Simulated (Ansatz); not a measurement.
Li2O2:
```cif
data_Li4O4
_chemical_formula_sum 'Li4 O4'
_space_group_name_H-M_alt 'P63/mmc'
_space_group_IT_number 194
_space_group_name_Hall '-P 6c 2c'
_cell_length_a 3.11211
_cell_length_b 3.11211
_cell_length_c 7.59441
_cell_angle_alpha 90.000
_cell_angle_beta 90.000
_cell_angle_gamma 120.000
loop_
_atom_site_label
_atom_site_type_symbol
_atom_site_symmetry_multiplicity
_atom_site_Wyckoff_symbol
_atom_site_fract_x
_atom_site_fract_y
_atom_site_fract_z
_atom_site_occupancy
Li1 Li 2 a 0.00000 0.00000 0.00000 1
Li2 Li 2 c 0.33333 0.66667 0.25000 1
O1 O 4 f 0.66667 0.33333 0.14939 1
```

Relaxed with r²SCAN. 

Q: HSE06 on this cell (Ansatz, a program for electronic structure, PAW) gives a gap of 4.44 eV. What does r²SCAN give?

A: 2.83 eV.

Cost on shared cores: the r²SCAN run (SCF on a 10×10×4 mesh, then bands and DOS) about 60 core-seconds (a rough figure), the HSE06 run (SCF on 6×6×2, then a few points) very roughly 110 core-seconds; the tasks are unlike.

Space group P6_3/mmc. The first step of the workflow began from a Materials Project structure, measured or hypothetical; the Crystallography Open Database files this formula in space group No. 194, but the cells were not matched. Its standing as an ambient phase is unchecked. The r²SCAN relaxation kept the symmetry of its start; whether a distortion lowers the energy is not shown.

Potentials: the later of the program's two PAW sets.

Ansatz is a plane-wave DFT program.
